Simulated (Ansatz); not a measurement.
**Squeezing In (diamond type)**

```yaml
crystal:
  lattice:
    - [0.00000, 3.28303, 3.28303]
    - [3.28303, 0.00000, 3.28303]
    - [3.28303, 3.28303, 0.00000]
  atoms:
    - { symbol: In, position: [0.87500, 0.87500, 0.87500] }
    - { symbol: In, position: [0.12500, 0.12500, 0.12500] }
```

The cell comes from a relaxation on PAW files under the same functional, begun from a prototype that needn't be the stable phase.

Its volume is scaled at fixed shape and fractional positions.

All numbers are PBEsol results (scalar-relativistic) from Ansatz 0.2.0, with a Γ-centred 10×10×10 k mesh, Fermi–Dirac smearing of 0.08 eV, no spin polarisation. Methods: LAPW: all electrons, basis error target 1 meV/atom; PAW: frozen-core files, cutoff 420 eV; crystal datasets: all electrons, by PAW datasets that the program makes for each cell; norm-conserving: pseudopotentials, cutoff 952 eV; PAW (cutoff 250 eV): frozen-core files, cutoff 250 eV.

Energies are extrapolated to zero smearing and count from the unscaled cell; pressure is positive in compression; gaps take the mesh and a band path. No temperature or zero-point motion is included.

The PAW files were made under PBE. The structure type is held throughout; the real material can change phase at far lower pressure.

```csv
V/V0,V (Å³/atom),P LAPW (GPa),ΔE LAPW (eV/atom),P PAW − LAPW (GPa),ΔE PAW − LAPW (meV/atom)
1.00,35.39,0.00,0.000,-0.01,0.0
0.92,32.55,2.87,0.023,-0.01,-0.1
0.84,29.72,7.52,0.110,-0.01,-0.1
0.76,26.89,?,0.305,-0.01,-0.2
0.68,24.06,28.7,0.683,-0.03,-0.5
0.60,21.23,51.9,1.375,-0.06,-1.2
0.52,18.40,94.3,2.627,-0.19,-3.1
0.45,15.92,164.0,4.568,-0.61,-8.7
```

(1) Fill in "P LAPW (GPa)" for the row "0.76".

(2) Fit the Vinet equation to the LAPW pressures over the whole range, with residuals weighted by 1/(|P| + 0.03·Pmax).

(3) From the table, what is the rise of the enthalpy H = E + pV up to the last row, and how stiff is the crystal between the last two rows?

(4) At the smallest volume, how far do crystal datasets and norm-conserving and PAW (cutoff 250 eV) lie from LAPW in pressure?

(5) How do the Löwdin populations by LAPW change from the unscaled cell to the last row?

## Answers

(1) 15.34.

(2) V0 = 35.42 Å³/atom, B0 = 26.2 GPa and B0′ = 5.69, and the fit misses no point by more than 1.5 GPa. A fit over so wide a range pins B0 less well than one near rest.

(3) ΔH = 4.568 eV + (164.0 GPa × 15.92 Å³ + 0.00 GPa × 35.39 Å³) × 0.006242 eV/(GPa·Å³) = 20.86 eV/atom, of which pV makes 78 %. The mean bulk modulus there is −ΔP/Δln V = 481 GPa.

(4) crystal datasets: 0.00 GPa; norm-conserving: +0.85 GPa; PAW (cutoff 250 eV): +2.18 GPa, on a LAPW pressure of 164.0 GPa.

(5) In 4s 1.98 → 1.92, In 5s 1.21 → 0.89, In 4p 5.99 → 5.96, In 5p 1.82 → 2.29, In 4d 9.98 → 9.93 electrons an atom. These are projections on the shells that the free atoms fill; 0.04 e a cell lies outside them at the start and 0.04 e at the end.
